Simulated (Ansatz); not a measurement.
Sn₄As₃:
```xyz
7
Lattice="2.0531 1.1854 12.1711 -2.0531 1.1854 12.1711 0.0000 -2.3708 12.1711" Properties=species:S:1:pos:R:3 pbc="T T T"
Sn     0.0000     0.0000    23.1957
Sn     0.0000     0.0000    13.3176
Sn     0.0000     0.0000    28.8145
Sn     0.0000     0.0000     7.6988
As     0.0000     0.0000     2.5605
As     0.0000     0.0000    33.9527
As     0.0000     0.0000    18.2566
```

Relaxed with r²SCAN.

### Question
Which orbitals make up the states near the Fermi level in r²SCAN in the plane-wave PAW code Ansatz?

### Answer
Within 0.5 eV of the Fermi level: As 4p 39 %, Sn 5p 35 %, Sn 5s 20 %. Projections are on Löwdin-orthogonalised atomic valence shells; empty p or d shells of many metals are not among them.

### Question
Tabulate the density of states.

### Answer
States/eV per cell of 7 atoms, in 0.25 eV bins, energy from the Fermi level.

```tsv
E (eV)	total	Sn 5p	As 4p	Sn 5s
-7.85	4.15	0.40	1.05	2.39
-7.60	2.87	0.20	0.82	1.67
-7.35	3.59	0.21	1.01	2.12
-7.10	2.88	0.20	0.77	1.64
-6.85	2.63	0.21	0.69	1.44
-6.60	1.88	0.15	0.48	1.02
-6.35	1.89	0.14	0.48	1.03
-6.10	1.93	0.16	0.52	0.99
-5.85	1.15	0.08	0.30	0.57
-5.60	0.74	0.05	0.21	0.34
-5.35	0.58	0.04	0.17	0.25
-5.10	1.70	0.63	0.60	0.35
-4.85	2.40	0.99	0.97	0.33
-4.60	2.08	0.85	0.90	0.25
-4.35	2.43	1.03	1.08	0.23
-4.10	2.86	1.20	1.33	0.23
-3.85	2.91	1.20	1.41	0.21
-3.60	3.26	1.32	1.63	0.21
-3.35	3.92	1.58	2.02	0.21
-3.10	4.38	1.74	2.32	0.22
-2.85	4.50	1.75	2.41	0.22
-2.60	4.26	1.58	2.35	0.21
-2.35	4.50	1.61	2.52	0.25
-2.10	4.45	1.50	2.55	0.27
-1.85	4.37	1.42	2.52	0.29
-1.60	3.91	1.28	2.18	0.33
-1.35	4.10	1.26	2.34	0.37
-1.10	3.42	1.08	1.82	0.40
-0.85	2.83	1.04	1.14	0.53
-0.60	2.84	1.00	1.15	0.56
-0.35	2.73	0.93	1.12	0.55
-0.10	2.32	0.76	0.96	0.47
0.15	1.46	0.48	0.59	0.30
0.40	1.48	0.65	0.45	0.26
0.65	1.75	1.00	0.33	0.22
0.90	2.21	1.49	0.26	0.17
1.15	3.16	2.24	0.35	0.20
1.40	4.05	2.80	0.48	0.25
1.65	4.59	3.20	0.59	0.25
1.90	3.95	2.65	0.61	0.24
2.15	3.84	2.46	0.70	0.24
2.40	2.20	1.40	0.45	0.13
2.65	2.97	1.77	0.69	0.19
2.90	3.85	2.11	0.92	0.27
3.15	4.03	1.98	0.94	0.26
3.40	3.87	1.79	0.94	0.25
3.65	4.10	1.92	1.02	0.26
3.90	4.13	1.84	0.97	0.23
4.15	4.56	2.09	1.02	0.20
4.40	4.87	2.14	1.12	0.19
4.65	4.24	1.93	1.03	0.16
```

Space group R-3m. The first step of the workflow began from a Materials Project structure, measured or hypothetical; the Crystallography Open Database files this formula in space group No. 166, but the cells were not matched. Whether it is the stable phase at ambient conditions was not checked. The r²SCAN relaxation kept the symmetry of its start; its stability against distortions is not shown here. Scalar-relativistic: spin–orbit coupling is off unless named, which matters more the heavier the elements.

Potentials: the later of the program's two PAW sets.
